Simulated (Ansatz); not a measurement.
Zn$_{3}$SiNi$_{2}$ in space group Fd-3m (No. 227; Zn on 48f, Si on 16c, Ni on 32e), PBE (plane waves, PAW; program Ansatz), all energies at zero smearing, with the estimated change up to a 700 eV cutoff added, with one set of potentials and settings (totals compare only within such a set). Cell of 24 atoms (12 Zn, 4 Si, 8 Ni): -89097.202 eV.

```json
[
 {"element": "Zn", "reference phase": "C2/m, 3 atoms in the cell", "E (eV/atom)": "-3319.0295"},
 {"element": "Si", "reference phase": "Fd-3m, 2 atoms in the cell", "E (eV/atom)": "-635.8096"},
 {"element": "Ni", "reference phase": "Fm-3m, 1 atoms in the cell, spin-polarised", "E (eV/atom)": "-5839.7239"}
]
```

Formation energy per atom, worked out: (-89097.202 − 12×(-3319.0295) − 4×(-635.8096) − 8×(-5839.7239))/24 = -0.326 eV/atom (-31 kJ per mol of atoms), at 0 K, without zero-point energy or fitted corrections.

The first step of the workflow began from a Materials Project structure, measured or hypothetical; the Crystallography Open Database copy checked does not list it. Whether it is the stable phase at ambient conditions was not checked. The PBE relaxation kept the symmetry of its start; whether a distortion lowers the energy is not shown. No spin polarisation was allowed. The references are the lowest solids computed at this level, not always the standard phases.

Potentials: the later of the program's two PAW sets.
